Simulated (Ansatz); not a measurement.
ZrIr (rock salt, Fm-3m) at seven volumes, plane-wave PAW PBE (Ansatz code), scaled uniformly. One row is withheld.

```csv
V (Å³/atom),P (GPa)
18.190,17.94
18.790,?
19.390,5.06
19.989,0.00
20.589,-4.32
21.189,-8.00
21.788,-11.14
```

Fit the shown pressures and predict the withheld one.

Third-order Birch–Murnaghan: P = (3/2)B₀(x^(7/2) − x^(5/2))[1 + (3/4)(B′ − 4)(x − 1)] with x = (V₀/V)^(2/3). Least squares on the six rows gives V₀ = 19.989 Å³/atom, B₀ = 155.4 GPa, B′ = 4.27. At V = 18.790, x = 1.0421 and P = 10.97 GPa. The run itself gave 10.99 GPa.

The start of the workflow was typed in or built on a structure type; neither database checked (COD, Materials Project) lists it. COD files the formula under space group No. 221. Its standing as an ambient phase is unchecked. The cell was relaxed with PBE under the symmetry of its start; its stability against distortions is not shown here. No spin polarisation was allowed. Spin–orbit coupling is left out wherever it is not named.

Potentials: the later of the program's two PAW sets.
